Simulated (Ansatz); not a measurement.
Relaxed candidate structures of TiAl:

A. P4/mmm (No. 123), tP2, AFLOW prototype AB_tP2_123_a_d (L1_0, as in CuAu); a = b = 2.797 Å, c = 4.032 Å, α = β = γ = 90.00°; Al 1d (0.500, 0.500, 0.500); Ti 1a (0.000, 0.000, 0.000)

B. Fm-3m (No. 225), cF8, rock salt type; a = b = c = 5.233 Å, α = β = γ = 90.00°; Al 4b (0.500, 0.500, 0.500); Ti 4a (0.000, 0.000, 0.000)

C. P6/mmm (No. 191), hP6, AFLOW prototype AB_hP6_191_f_ad (B35, as in CoSn); a = b = 5.392 Å, c = 4.725 Å, α = β = 90.00°, γ = 120.00°; Ti 3f (0.000, 0.500, 0.000); Al 1a (0.000, 0.000, 0.000); Al 2d (0.333, 0.667, 0.500)

D. Pnma (No. 62), oP8; a = 6.6403 Å, b = 3.8374 Å, c = 5.2641 Å, α = 90.00°, β = 90.00°, γ = 90.00°; Ti 4c (0.174, 0.250, 0.129); Al 4c (0.044, 0.250, 0.648)

Question: Order them by energy per atom (lowest first) at the level PBEsol (plane waves to 420 eV, PAW, scalar-relativistic; Ansatz, a program for electronic structure).

Answer: A (reference, the lowest among the structures calculated here), D (+0.22 eV/atom), C (+0.61 eV/atom), B (+0.68 eV/atom)

Each run could gain symmetry but not lose that of its start, so entries can be saddle points. From databases, or of a type measured for this composition: P4/mmm, tP2, AFLOW prototype AB_tP2_123_a_d (L1_0, as in CuAu); the others are generated cells (placed on structure types, drawn at random, substituted or restacked) that were not matched to a known phase here. Energies are at zero temperature and pressure, without zero-point motion. Each cell has its own k-point mesh; energy differences are given only to the digits this allows. No spin polarisation in the result.
